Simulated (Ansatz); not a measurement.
Theory: DFT PBE, scalar-relativistic, plane waves, PAW, and for the lanthanide a 4f-in-core norm-conserving potential, in Ansatz 0.2.0. All cells share a 690 eV cutoff and Γ-centred k meshes spaced at most about 0.3 Å⁻¹ (about 0.25 or finer for metals, 2π included). No spin polarisation in the final relaxations.

Energies over the elements count from the elements' standard structures at the same level (F₂ as a molecule), with no fitted energy shifts.

A relaxed structure of Sm2F has 27.23 Å³/atom, −0.04 eV/atom against the elements, no gap on its mesh:

```
CELL_PARAMETERS angstrom
5.52084 0.00000 0.00000
-2.76042 4.78119 0.00000
0.00000 0.00000 3.09462
ATOMIC_POSITIONS crystal
Sm 0.33333 0.66667 0.50000
Sm 0.66667 0.33333 0.50000
F 0.00000 0.00000 0.00000
```

Question: I takes the place of F on the same sites, and the cell is relaxed. What changes?

Answer: Sm2I has a = 5.620 Å, c = 3.508 Å: 31.99 Å³/atom, +0.20 eV/atom against the elements, no gap on its mesh. The volume per atom changes by +17.5 % and the formation energy by +0.24 eV/atom (from unrounded values). Covalent radii: F 0.57 Å, I 1.39 Å; electronegativities 3.98 and 2.66. The cell follows the size of the atom. Around Sm lie 3 Sm at 3.24 Å, 2 Sm at 3.51 Å and 6 I at 3.69 Å; I has 2 I at 3.51 Å and 12 Sm at 3.69 Å.

```cif
data_structure
_symmetry_space_group_name_H-M 'P6/mmm'
_symmetry_Int_Tables_number 191
_cell_length_a 5.6204
_cell_length_b 5.6204
_cell_length_c 3.5083
_cell_angle_alpha 90.000
_cell_angle_beta 90.000
_cell_angle_gamma 120.000
_cell_volume 95.98
loop_
_atom_site_label
_atom_site_type_symbol
_atom_site_symmetry_multiplicity
_atom_site_Wyckoff_symbol
_atom_site_fract_x
_atom_site_fract_y
_atom_site_fract_z
_atom_site_occupancy
Sm1 Sm 2 d 0.33333 0.66667 0.50000 1
I1 I 1 a 0.00000 0.00000 0.00000 1
```

The two cells were relaxed from separate starts that ended on the same group and sites; neither need be the stable form of its compound. Spin–orbit coupling, which can matter for I, is left out. In Sm2F P6/mmm, Sm2I P6/mmm an odd number of valence electrons (the lanthanide is held trivalent, its 4f shell in the core) allows no gap without spin; another valence of the lanthanide, a larger cell or a magnetic state could open one. A magnetic state wasn't ruled out in cells without spin, among them Sm2F P6/mmm, Sm2I P6/mmm. The reference form of I is held partly by dispersion forces, which this level lacks. Cells relaxed within their symmetry can be saddle points. Some types were kept out of the candidates beforehand, so the set may lack a known form.

The lanthanide is trivalent by construction, without f bands, f moments or other valences. The reference runs of the other elements, and any phases without the lanthanide, used 420 eV, which shifts energies against them by under 10 meV/atom. The lanthanide's reference is the lowest of its hcp, dhcp and fcc cells.
